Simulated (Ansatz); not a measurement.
Ge:
```cif
data_Ge8
_chemical_formula_sum 'Ge8'
_space_group_name_H-M_alt 'I4/mmm'
_space_group_IT_number 139
_space_group_name_Hall '-I 4 2'
_cell_length_a 6.94737
_cell_length_b 6.94737
_cell_length_c 4.01192
_cell_angle_alpha 90.000
_cell_angle_beta 90.000
_cell_angle_gamma 90.000
loop_
_atom_site_label
_atom_site_type_symbol
_atom_site_symmetry_multiplicity
_atom_site_Wyckoff_symbol
_atom_site_fract_x
_atom_site_fract_y
_atom_site_fract_z
_atom_site_occupancy
Ge1 Ge 8 h 0.17865 0.17865 0.00000 1
```
(The calculation used a cell of 4 atoms; values per cell refer to that cell.)

Relaxed with PBEsol.

Task: Which orbitals make up the states near the Fermi level in plane-wave PAW PBEsol (Ansatz code)?

Result: Within 0.5 eV of the Fermi level: Ge 4p 78 %, Ge 4s 19 %. Projections are on Löwdin-orthogonalised atomic valence shells; empty p or d shells of many metals are not among them.

Task: Tabulate the density of states.

Result: States/eV per cell of 4 atoms, in 0.25 eV bins, energy from the Fermi level.

```
E (eV)  total  Ge 4p  Ge 4s
------  -----  -----  -----
-7.85    0.75   0.30   0.45
-7.60    0.66   0.27   0.38
-7.35    0.71   0.31   0.40
-7.10    1.15   0.53   0.62
-6.85    1.36   0.62   0.73
-6.60    1.12   0.51   0.61
-6.35    0.99   0.46   0.53
-6.10    0.77   0.36   0.41
-5.85    0.68   0.32   0.36
-5.60    0.59   0.27   0.31
-5.35    0.50   0.24   0.26
-5.10    0.57   0.35   0.22
-4.85    0.74   0.53   0.20
-4.60    1.01   0.81   0.19
-4.35    1.26   1.08   0.17
-4.10    1.57   1.40   0.16
-3.85    1.59   1.42   0.15
-3.60    1.60   1.46   0.13
-3.35    1.90   1.73   0.16
-3.10    2.35   2.18   0.15
-2.85    3.03   2.87   0.14
-2.60    2.59   2.45   0.13
-2.35    2.44   2.30   0.12
-2.10    2.64   2.51   0.11
-1.85    2.99   2.85   0.12
-1.60    2.82   2.70   0.10
-1.35    2.11   2.03   0.06
-1.10    1.36   1.31   0.04
-0.85    0.95   0.92   0.02
-0.60    0.65   0.63   0.01
-0.35    0.41   0.40   0.01
-0.10    0.23   0.21   0.02
0.15     0.10   0.06   0.04
0.40     0.41   0.23   0.17
0.65     1.13   0.66   0.42
0.90     1.89   1.18   0.60
1.15     1.90   1.21   0.57
1.40     1.71   1.07   0.52
1.65     1.98   1.27   0.57
1.90     2.69   1.79   0.68
2.15     2.78   1.90   0.63
2.40     2.51   1.78   0.49
2.65     2.32   1.69   0.40
2.90     2.29   1.67   0.38
3.15     2.49   1.87   0.36
3.40     2.54   1.91   0.34
3.65     2.62   1.97   0.29
3.90     2.05   1.52   0.23
4.15     1.96   1.40   0.22
4.40     2.22   1.53   0.24
4.65     2.73   1.92   0.25
```

The start of the workflow was typed in or built on a structure type; neither database checked (COD, Materials Project) lists it. It is not the phase usual at ambient conditions (space group No. 227). The PBEsol relaxation kept the symmetry of its start; of distortions, only those at the zone centre were tested. The volume moved by 28 % from the start of the relaxation. Scalar-relativistic: spin–orbit coupling is off unless named, which matters more the heavier the elements.

Potentials: the later of the program's two PAW sets.
